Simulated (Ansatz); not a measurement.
**Zone-centre phonons of Ru: input and output**

Theory: DFT LDA, scalar-relativistic, plane waves, PAW in Ansatz 0.2.0.

Launched with:
```bash
ansatz run input.yaml --threads 1 --pin off --max-ram 3072MiB --backend cpu --events-out ev --progress --plain --runs-dir out
```

Input (bare energies are in eV):
```yaml
crystal:
  lattice:
    - [2.6758287781, 0.0, 0.0]
    - [-1.337914389, 2.317335698, 0.0]
    - [0.0, 0.0, 4.226383864]
  atoms:
    - { symbol: Ru, position: [0.3333333333, 0.6666666667, 0.25] }
    - { symbol: Ru, position: [0.6666666667, 0.3333333333, 0.75] }
basis:
  ecutwfc: 420
kpoints:
  mp_grid: { grid: [18, 18, 10] }
hamiltonian:
  xc: lda
scf:
  occupations: { method: fermi_dirac, width: 0.15 }
output:
  eigenvalues: true
phonons:
  method: dfpt
  eigenvectors: true
```

The end of the output:
```
--- Phonons (Γ-DFPT): 2 representative perturbations + reference, on 546 of 3240 k-points (Σ response iterations 7) ---
  k mesh reduced under 4 symmetry operations, with k and −k counted as one. Each operation leaves every solved displacement unchanged or reverses it
  ASR residual: 1.420e-3 → 0.000e0 eV/Å²; symmetrization residual: 9.431e-10 eV/Å²
  ASR residual per site (eV/Å²): 1.42e-3 1.42e-3
  Γ frequencies (cm⁻¹): 0.00 0.00 0.00 203.57 203.57 268.72
  non-analytic LO–TO correction: not included (Born effective charges unavailable; polar crystals: no LO–TO splitting at Γ)
```

The run took 62 s on 1 thread of Arm Neoverse V2, on a shared host, peak memory 1 GiB.

In a metal, frequencies and elastic constants depend on the k mesh and the smearing, soft modes and shear constants most.